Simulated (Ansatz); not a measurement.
Profile along the Zr–Zr line in Zr (hcp, Mg type)

Zr (hcp, Mg type)

```cif
data_Zr2
_chemical_formula_sum 'Zr2'
_space_group_name_H-M_alt 'P63/mmc'
_space_group_IT_number 194
_space_group_name_Hall '-P 6c 2c'
_cell_length_a 3.24602
_cell_length_b 3.24602
_cell_length_c 5.15071
_cell_angle_alpha 90.000
_cell_angle_beta 90.000
_cell_angle_gamma 120.000
loop_
_atom_site_label
_atom_site_type_symbol
_atom_site_symmetry_multiplicity
_atom_site_Wyckoff_symbol
_atom_site_fract_x
_atom_site_fract_y
_atom_site_fract_z
_atom_site_occupancy
Zr1 Zr 2 d 0.66667 0.33333 0.25000 1
```

Fields along a shortest Zr–Zr line of a (1 -1 0 0) plane (3.25 Å), from Zr to Zr, interpolated on the slice's grid (step about 0.2 Å). All values below come from r2SCAN (plane waves to 500 eV, PAW, scalar-relativistic; Ansatz, an electronic-structure program). k mesh 16×16×9. Near the nuclei the fields are pseudised (PAW); where an atom keeps semicore shells as valence, they peak there. Zr is run without spin polarisation. Zr was relaxed with its symmetry unable to fall.

| distance from Zr (Å) | valence electron density (e/Å³) | electron localisation function |
|---|---|---|
| 0.00 | 2.64 | x |
| 0.33 | 4.03 | x |
| 0.65 | 2.72 | 0.80 |
| 0.98 | 0.65 | 0.40 |
| 1.30 | 0.21 | 0.14 |
| 1.62 | 0.17 | 0.24 |
| 1.95 | 0.21 | 0.14 |
| 2.28 | 0.65 | 0.40 |
| 2.60 | 2.72 | 0.80 |
| 2.93 | 4.03 | x |
| 3.25 | 2.64 | x |

x: too close to a nucleus for the ELF to mean much.

Density on the Zr–Zr line (3.25 Å) at its midpoint: 0.17 e/Å³. ELF at that point: 0.2.
